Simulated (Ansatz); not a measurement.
Generalised stacking fault of ZnSe (zinc blende) on the {111} plane, shuffle cut. The cell below holds the perfect crystal with the plane normal along z; tilting its third vector by the shift puts one fault into each cell, between planes 2.44 Å apart, at fixed cell height.

```yaml
crystal:
  lattice:
    - [3.98364, 0.00000, 0.00000]
    - [1.99182, 3.44993, 0.00000]
    - [0.00000, 0.00000, 9.75788]
  atoms:
    - { symbol: Se, position: [0.66667, 0.66667, 0.87500] }
    - { symbol: Se, position: [0.33333, 0.33333, 0.20833] }
    - { symbol: Se, position: [0.00000, 0.00000, 0.54167] }
    - { symbol: Zn, position: [0.00000, 0.00000, 0.79167] }
    - { symbol: Zn, position: [0.66667, 0.66667, 0.12500] }
    - { symbol: Zn, position: [0.33333, 0.33333, 0.45833] }
```

In-plane vectors a = (3.984, 0.000) Å, b = (1.992, 3.450) Å, area 13.74 Å². The shift is s times the vector a + b (length 6.900 Å), so s = 1 restores the start. Atoms relax along the normal only. γ = [E(shift) − E(0)] / area.

These are PBEsol (plane waves to 420 eV, PAW, scalar-relativistic; Ansatz, an electronic-structure program) values and carry that method's errors. k mesh 8×8×3 (Γ-centred), Fermi-Dirac smearing 0.05 eV. E is the zero-smearing estimate. Faults lie only 9.8 Å apart, and holding the cell height raises γ above its relaxed value. The PAW data are Ansatz's earlier set. ZnSe was relaxed with its symmetry unable to fall. γ is measured from zero shift.

| s | γ (mJ/m²) |
|---|---|
| 0.000 | 0 |
| 0.083 | 109 |
| 0.167 | 458 |
| 0.250 | 938 |
| 0.333 | 1135 |
| 0.417 | 1005 |
| 0.500 | 801 |
| 0.583 | 719 |
| 0.667 | 739 |
| 0.750 | 636 |
| 0.833 | withheld |
| 0.917 | 95 |

### Question
Fit a Fourier form (three harmonics of 1 − cos and sin) to the given rows and predict γ at s = 0.833.

### Answer
Least squares on the 11 given rows: γ = (438.8)·[1 − cos(2πs)] + (146.9)·sin(2πs) + (190.1)·[1 − cos(4πs)] + (-82.1)·sin(4πs) + (-45.0)·[1 − cos(6πs)], in mJ/m²; root-mean-square residual 9.7 mJ/m². At 0.833 the fit gives 358 mJ/m²; the calculation gives 350 mJ/m², so the interpolation is off by 8 (+2.3 %). 

(The slope of γ gives the shear force per area between the displaced halves; near zero shift its curvature is an elastic stiffness.)
